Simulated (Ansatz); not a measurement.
**Be2NbP3, before and after**

A trial structure of Be2NbP3 was built thus: random cell by space group and Wyckoff sites (P6/mmm, No. 191). Lengths were set from tabulated atomic sizes, so they are only a guess.

POSCAR.start

```
Be Nb P
1.0
     4.26562    0.00000    0.00000
    -2.13281    3.69414    0.00000
     0.00000    0.00000    5.78139
Be Nb P
2 1 3
Direct
  0.00000 0.00000 0.22890
  0.00000 0.00000 0.77110
  0.00000 0.00000 0.50000
  0.33333 0.66667 0.00000
  0.66667 0.33333 0.00000
  0.00000 0.00000 0.00000
```

Theory: DFT PBE, scalar-relativistic, plane waves, PAW (Ansatz 0.2.0). Cutoff 420 eV, Gaussian smearing, Γ-centred meshes. Cell and atoms relax first on a coarse mesh and then on a finer one. In between, the cell is made exact in the group found at 0.06 Å. In metals the finer mesh still leaves noise of several meV/atom or more. The steps can't lower the symmetry of their start. Collinear spin is switched on along the way, since trial moments persisted in a coarse test.

POSCAR.end

```
Be Nb P
1.0
     4.29856    0.00000    0.00000
    -2.14928    3.72267    0.00000
     0.00000    0.00000    9.06683
Be Nb P
2 1 3
Cartesian
  0.0000 0.0000 2.0483
  0.0000 0.0000 7.0185
  0.0000 0.0000 4.5334
  0.0000 2.4818 0.0000
  2.1493 1.2409 0.0000
  0.0000 0.0000 0.0000
```

The symmetry stays P6/mmm (No. 191). The volume per atom grows by 59.3 %, from 15.2 to 24.2 Å³. The shortest distance goes from 1.32 Å (Be–P) to 2.05 Å (Be–P). The ratio c/a of the conventional cell changes by a factor of 1.56. The energy falls by about 3.9 eV/atom (the start's value is from the coarse mesh).

For Be2NbP3, the volume per atom is 24.18 Å³, the density is 2.33 g/cm³ and the formation energy is +1.70 eV/atom. The gap on the 12×12×4 mesh of the 6-atom cell is 0 eV (a metal), the net moment per atom is 0.73 μB and the moment by site is Nb 1.9 μB.

The zero of energy is the elements' standard structures at the same level; no fitted shifts are applied. The references include black phosphorus. The separate elements lie lower, so it is unstable against them.

The last run used collinear spin and Gaussian smearing of 0.10 eV. The reference form of P is held partly by dispersion forces, which this level lacks. The magnetic state reached may not be the lowest. A structure relaxed within its symmetry needn't be a true minimum. In all, the 5 runs took 2.7 min on 1 thread of INTEL(R) XEON(R) PLATINUM 8581C CPU @ 2.30GHz (Emerald Rapids), with other jobs on the host. Site moments count only spheres around the atoms; the net moment includes the space between them.
